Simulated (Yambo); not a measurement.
NaBa2ReO6 (space group Fm-3m, No. 225): the exchange self-energy on PBEsol orbitals (Yambo, 2×2×2 mesh) holds the Coulomb divergence, which is integrated with random points (RandQpts).

```csv
random points,exchange-only gap Γ → X (eV),shift of the valence edge (eV),gap against the reference (meV)
"1,000",11.35,-4.45,-342
"10,000",11.60,-4.84,-97
"100,000",11.70,-5.01,10
"1,000,000",11.70,-5.00,1
"5,000,000",11.69,-5.00,reference
```

From 100,000 points on, the gap stays within 20 meV of the run with most points. The error is statistical; each row is a single draw, so the rows fix no rate of convergence.

Spin-orbit coupling is not included.

Geometry of the Materials Project entry, not relaxed at this level; primitive cell a = 5.9548 Å, b = 5.9548 Å, c = 5.9548 Å, α = 60.00°, β = 60.00°, γ = 60.00°.

A shift is the quasiparticle energy of the state minus its PBEsol energy.
